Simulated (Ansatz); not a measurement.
W2B: strain energy, fitted

W2B, I4/mcm, a = 5.536 Å, c = 4.751 Å. The structure is a COD entry; whether it is the stable form wasn't checked. Ansatz: PBEsol, PAW, 420 eV, Γ-centred 6×6×8 mesh on 12 atoms, Gaussian smearing 0.10 eV; no spin polarisation. Series: uniaxial strain along c, with a, b and atoms relaxed; x is the strain in per cent. y is the free energy over the unstrained cell, V0 = 12.134 Å³/atom.

| x (%) | y (meV/atom) |
| --- | --- |
| -6.0 | ? |
| -4.0 | 25.68 |
| -2.0 | 6.47 |
| 0.0 | 0.00 |
| 2.0 | 4.63 |
| 4.0 | 20.25 |
| 6.0 | 43.29 |

Fit y = c2 x² + c3 x³ to the other rows, turn c2 into a modulus, and predict the missing energy.

Least squares on the rows shown. y = 1.4408 x² − 0.040292 x³. In eV per unit strain² c2 is 14.41; this is Young's modulus along the axis (E = ½ Y V0 ε²): 2 × 14.41 × 160.2 / (12.134) = 380 GPa. The unstrained cell keeps some stress along the strain, worth a slope of -0.35 meV/atom per %, which the form leaves out. At x = -6.0 the fit asked for gives 60.57 meV/atom. The run gave 59.02 meV/atom, so the fit is 1.55 meV/atom too high, 2.6 % of the span of the series, against an rms of 0.42 meV/atom on the fitted rows. The row lies outside the fitted range. With a term in x⁴ added, a fit to the same known rows predicts 62.26 meV/atom, further off still.

Spin–orbit coupling is left out, which can shift energies with elements as heavy as these.